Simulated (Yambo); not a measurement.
Yambo run on LiCl (rock salt, space group Fm-3m, No. 225). The wavefunctions come from this Quantum ESPRESSO step (LDA, PseudoDojo standard norm-conserving files, scalar-relativistic):

```
&CONTROL
  calculation = 'nscf'
  pseudo_dir = './pseudo'
  outdir = './out'
/
&SYSTEM
  ibrav = 0
  nat = 2
  ntyp = 2
  ecutwfc = 74.0
  ecutrho = 296.0
  occupations = 'fixed'
  force_symmorphic = .true.
  nbnd = 74
/
&ELECTRONS
  conv_thr = 2e-09
  diago_full_acc = .true.
  diago_thr_init = 1e-08
/
ATOMIC_SPECIES
Li 6.9400 Li.upf
Cl 35.4500 Cl.upf
CELL_PARAMETERS angstrom
  0.000000000000   2.482176029000   2.482176029000
  2.482176029000   0.000000000000   2.482176029000
  2.482176029000   2.482176029000   0.000000000000
ATOMIC_POSITIONS crystal
Li   0.000000000000   0.000000000000   0.000000000000
Cl   0.500000000000   0.500000000000   0.500000000000
K_POINTS automatic
6 6 6 0 0 0
```

Yambo input:

```
rim_cut
gw0
dyson
el_el_corr
HF_and_locXC
ppa
em1d
RandQpts= 1000000
RandGvec= 1 Ry
EXXRLvcs= 74 Ry
VXCRLvcs= 296 Ry
Chimod= "HARTREE"
% BndsRnXp
 2 | 71 |
%
NGsBlkXp= 10 Ry
% LongDrXp
 1.0 | 1.0 | 1.0 |
%
PPAPntXp= 27.2114 eV
% GbndRnge
 1 | 71 |
%
GTermKind= "BG"
DysSolver= "n"
ExtendOut
% QPkrange
 1 | 1 | 5 | 6 |
 4 | 4 | 5 | 6 |
 13 | 13 | 5 | 6 |
%
```

k points by index: 1 = Γ, 4 = L, 13 = X.

The o-*.qp file then holds:

```
#    K-point    Band    Eo [eV]    E [eV]    E-Eo [eV]    Vxc [eV]    Vnlxc [eV]    Sc|Eo [eV]    Sc|E [eV]    dSc/dw|Eo [eV]    Re(Z)    Im(Z)
#
    1    5    0.000000    -1.914588    -1.914588    -14.67999    -19.01223    1.962989    2.417655    -6.461672    0.808104    -0.001146
    1    6    6.598280    7.691887    1.093607    -10.29154    -5.267364    -3.729193    -3.930565    -5.010096    0.844509    -0.001037
    4    5    -0.303856    -2.244633    -1.940777    -14.51046    -18.94187    2.028038    2.490633    -6.485645    0.807529    -0.001153
    4    6    6.493249    7.700406    1.207157    -9.362144    -4.477723    -3.467095    -3.677264    -4.737182    0.851724    -0.989055E-3
    13    5    -1.336340    -3.303148    -1.966808    -13.68599    -18.36484    2.232234    2.712051    -6.638250    0.803890    -0.587924E-3
    13    6    7.789685    8.962019    1.172334    -9.076719    -4.271315    -3.431935    -3.633070    -4.668215    0.853566    -0.981605E-3
```
(The two width columns are left out.) Convergence of these settings isn't established.

Geometry relaxed with LDA.
